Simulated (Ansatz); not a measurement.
Given:

CdS:
```
CELL_PARAMETERS angstrom
      4.12080     0.00000     0.00000
     -2.06040     3.56872     0.00000
      0.00000     0.00000    13.43660
ATOMIC_POSITIONS crystal
  Cd 0.00000 0.00000 0.00042
  Cd 0.00000 0.00000 0.50042
  Cd 0.66667 0.33333 0.75023
  Cd 0.33333 0.66667 0.25023
  S  0.00000 0.00000 0.81259
  S  0.00000 0.00000 0.31259
  S  0.66667 0.33333 0.56239
  S  0.33333 0.66667 0.06239
```

This is the PBEsol-relaxed structure. x, y and z are the axes in which the lattice vectors are written.

All from the program Ansatz at the PBEsol level (PAW), unless another level is named. Estimate the electron effective mass.

0.12 mₑ (isotropic).

And the band gap?

1.05 eV (direct).

Predict the HSE06 gap on the PBEsol cell.

2.22 eV.

Next, the hole effective mass, band 1 of 2 at the edge?

1.6 along x, 1.6 along z (mₑ).

Next, the valence-band maximum?

at Γ.

Space group P6_3mc. A made-up cell: these elements were put on the sites of a structure type. Its sites differ from those of the usual phase in this space group: another stacking or structure type. The cell was relaxed with PBEsol under the symmetry of its start; its stability against distortions is not shown here. Spin–orbit coupling is left out wherever it is not named.

Potentials: the later of the program's two PAW sets.
